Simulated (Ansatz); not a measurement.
**SiO₂: a ladder of calculations**

Cell of run 1: an entry of the Crystallography Open Database (COD) (listed for 0.2 GPa), atoms as given.

Space group P4_12_12 (No. 92); a = 4.9501, c = 6.8760 Å.

```
site  Wyckoff  site symmetry       x       y       z
  Si       4a            ..2  0.3027  0.3027  0.0000
   O       8b              1  0.2388  0.1086  0.1817
```

One atom of each set is listed.

Relaxed positions (PBE, cell held):

Si (0.3076, 0.3076, 0.0000)
O (0.2355, 0.1212, 0.1877)

All runs are DFT with Ansatz 0.2.0 (plane waves and PAW, scalar-relativistic unless spin–orbit coupling is named, Γ-centred meshes, Fermi–Dirac smearing where given) in this cell.

Run 1: PBE, atoms as given; 420 eV, 5×5×4 k-points, smearing 0.02 eV.
Run 2: PBE, atoms relaxed; 420 eV, 5×5×4 k-points, smearing 0.02 eV.
Run 3: r2SCAN, at the relaxed atoms; 500 eV, 5×5×4 k-points, smearing 0.02 eV.

| run | Si V_zz (η) | O V_zz (η) |
| --- | --- | --- |
| 1 | -0.56 (0.85) | 8.97 (0.16) |
| 2 | ? | ? |
| 3 | -0.39 (0.82) | 9.21 (0.21) |

V_zz in 10²¹ V/m².

Problem. Estimate the row of run 2.

Solution. Si: -0.40 (0.89); O: 9.33 (0.21). It lies nearest to run 3, from whose tensors on these sites it differs by 0.13 at most (largest principal value of the difference, on O). Taken one at a time, the positions of the atoms (as given or relaxed) move the tensors on these sites by up to 0.51 (largest principal value of the change, on O), the functional (r2SCAN with its higher cutoff) by 0.13 (O).

In runs 1, 3 the atoms aren't at the calculated equilibrium (largest force 0.51, 0.31 eV/Å). The cell isn't the equilibrium one in run 1 (calculated pressure 8 GPa), and the entry's cell may itself be off.
